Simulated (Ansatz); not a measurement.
Hf₂InC in space group P6_3/mmc (No. 194; Hf on 4f, In on 2d, C on 2a), plane-wave PAW PBEsol (Ansatz code), all energies at zero smearing, with the estimated change up to a 700 eV cutoff added, with one set of potentials and settings (totals compare only within such a set). Cell of 8 atoms (4 Hf, 2 In, 2 C): -73942.467 eV.

```
element                reference phase  E (eV/atom)
-------  -----------------------------  -----------
Hf       P6_3/mmc, 2 atoms in the cell  -15598.0268
In         I4/mmm, 1 atoms in the cell   -5525.4106
C        P6_3/mmc, 4 atoms in the cell    -246.6950
```

Formation energy per atom, worked out: (-73942.467 − 4×(-15598.0268) − 2×(-5525.4106) − 2×(-246.6950))/8 = -0.769 eV/atom (-74 kJ per mol of atoms), at 0 K, without zero-point energy or fitted corrections.

The workflow started from a Materials Project entry (that database holds measured and hypothetical structures alike); the Crystallography Open Database copy checked does not list it. Its standing as an ambient phase is unchecked. The PBEsol relaxation kept the symmetry of its start; of distortions, only those at the zone centre were tested. No spin polarisation was allowed. The references are the lowest solids computed at this level, not always the standard phases. Scalar-relativistic: spin–orbit coupling is off unless named, which matters more the heavier the elements.

Potentials: the later of the program's two PAW sets.
